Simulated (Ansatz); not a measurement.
Si$_{2}$Mo:
```cif
data_Mo3Si6
_chemical_formula_sum 'Si6 Mo3'
_space_group_name_H-M_alt 'P6222'
_space_group_IT_number 180
_space_group_name_Hall 'P 62 2 (0 0 4)'
_cell_length_a 4.58494
_cell_length_b 4.58494
_cell_length_c 6.57694
_cell_angle_alpha 90.000
_cell_angle_beta 90.000
_cell_angle_gamma 120.000
loop_
_atom_site_label
_atom_site_type_symbol
_atom_site_symmetry_multiplicity
_atom_site_Wyckoff_symbol
_atom_site_fract_x
_atom_site_fract_y
_atom_site_fract_z
_atom_site_occupancy
Si1 Si 6 j 0.32771 0.16386 0.16667 1
Mo1 Mo 3 d 0.50000 0.00000 0.50000 1
```

Relaxed with r²SCAN.

Task: Which orbitals make up the states near the band edges in plane-wave PAW r²SCAN (Ansatz code)?

Result: Top 1 eV of the valence band: Mo 4d 80 %, Si 3p 12 %. Bottom 1 eV of the conduction band: Mo 4d 60 %, Si 3p 24 %, Si 3s 10 %. Projections are on Löwdin-orthogonalised atomic valence shells; empty p or d shells of many metals are not among them.

Task: Tabulate the density of states.

Result: States/eV per cell of 9 atoms, in 0.25 eV bins, energy from the valence-band maximum.

```csv
E (eV),total,Mo 4d,Si 3p,Si 3s
-7.89,2.09,0.53,0.71,0.74
-7.64,1.26,0.34,0.49,0.36
-7.39,1.50,0.38,0.77,0.25
-7.14,1.89,0.47,1.10,0.19
-6.89,3.32,0.78,2.09,0.23
-6.64,3.98,1.05,2.33,0.38
-6.39,3.94,1.07,2.34,0.34
-6.14,2.23,0.58,1.23,0.26
-5.89,3.35,0.98,1.88,0.29
-5.64,4.01,1.23,2.22,0.32
-5.39,2.60,0.88,1.31,0.24
-5.14,2.31,0.89,1.03,0.24
-4.89,3.06,1.19,1.29,0.38
-4.64,3.91,1.57,1.64,0.46
-4.39,4.25,1.89,1.74,0.39
-4.14,6.67,3.05,2.81,0.49
-3.89,6.66,3.28,2.71,0.39
-3.64,7.63,4.34,2.63,0.36
-3.39,11.52,6.26,4.49,0.35
-3.14,9.80,5.41,3.84,0.23
-2.89,6.82,3.63,2.68,0.25
-2.64,6.32,3.46,2.35,0.25
-2.39,4.75,3.01,1.37,0.18
-2.14,2.05,1.44,0.47,0.08
-1.89,2.22,1.64,0.43,0.08
-1.64,2.26,1.73,0.36,0.07
-1.39,3.37,2.55,0.60,0.08
-1.14,4.75,3.64,0.79,0.11
-0.89,2.28,1.85,0.24,0.05
-0.64,2.66,2.15,0.30,0.08
-0.39,1.23,0.96,0.16,0.04
-0.14,0.25,0.19,0.04,0.01
0.11,0.01,0.00,0.00,0.00
0.36,0.47,0.29,0.14,0.01
0.61,4.95,2.99,1.12,0.60
0.86,5.38,3.32,1.26,0.51
1.11,5.59,3.06,1.62,0.58
1.36,6.35,3.27,1.99,0.66
1.61,5.79,2.93,1.63,0.81
1.86,6.68,3.27,1.73,0.95
2.11,3.72,1.86,0.89,0.54
2.36,7.59,3.51,1.65,1.25
2.61,3.64,1.25,0.94,0.65
2.86,5.91,1.82,1.59,1.03
3.11,6.76,2.13,2.04,1.08
3.36,5.71,1.77,1.80,0.97
3.61,6.14,1.71,2.19,0.81
3.86,4.84,1.26,1.79,0.67
4.11,5.02,1.17,2.03,0.67
4.36,4.63,1.08,1.91,0.60
4.61,4.43,1.08,1.83,0.44
4.86,4.30,1.03,1.68,0.40
```

Space group P6_222. The workflow started from a Materials Project entry (that database holds measured and hypothetical structures alike); the Crystallography Open Database copy checked does not list it. It is not the phase usual at ambient conditions (space group No. 139). The r²SCAN relaxation kept the symmetry of its start; phonons on a q-mesh show no instability. No spin polarisation was allowed. Scalar-relativistic: spin–orbit coupling is off unless named, which matters more the heavier the elements.

Potentials: the earlier of the program's two PAW sets.
